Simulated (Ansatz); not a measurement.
## Phases of BiW at 38 GPa

Structure types of BiW are relaxed in primitive cells with their symmetry kept at 38 GPa, on PAW files; LAPW relaxes the small cells further and takes the PAW cell for the others (marked *). The enthalpy is E + pV at zero temperature, without zero-point motion. Only the types listed were tried, and differences under about 5 meV/atom are mesh noise. The real phase may be another.

All numbers are PBE results (scalar-relativistic) from Ansatz 0.2.0, with Fermi–Dirac smearing of 0.1 eV, no spin polarisation. Methods: LAPW: all electrons, basis error target 0.5 meV/atom; PAW: frozen-core files, cutoff 420 eV.

k meshes: rocksalt 12×12×12, CsCl 12×12×12, zincblende 12×12×12, NiAs 9×9×5, WC 12×12×11.

Spin–orbit coupling is left out, which matters for the heavy atoms.

Question: Which type is lowest in enthalpy, and by how much?

Answer: CsCl, 182 meV/atom below distorted WC. The whole table:

| start type | ends as | a, b, c (Å) | V (Å³/atom) | H − H(lowest), LAPW (meV/atom) | same, PAW |
| --- | --- | --- | --- | --- | --- |
| rocksalt | rocksalt, Fm-3m | 5.332, 5.332, 5.332 | 18.95 | 1185.6 | 1186.9 |
| CsCl | CsCl, Pm-3m | 3.248, 3.248, 3.248 | 17.13 | 0.0 | 0.0 |
| zincblende | zincblende, F-43m | 5.769, 5.769, 5.769 | 24.00 | 3063.8 | 3065.6 |
| NiAs* | NiAs, P6_3/mmc | 4.247, 4.247, 4.974 | 19.42 | 420.3 | 421.7 |
| WC | distorted WC, P-6m2 | 3.122, 3.122, 4.161 | 17.56 | 182.3 | 182.7 |

Question: Split the lead of CsCl over distorted WC into energy and pV.

Answer: For distorted WC less CsCl: ΔE = +80.7 meV/atom, and p·ΔV = 38 GPa × +0.4280 Å³ × 6.242 meV/(GPa·Å³) = +101.5 meV/atom, together 182.2 meV/atom. CsCl wins on both counts.
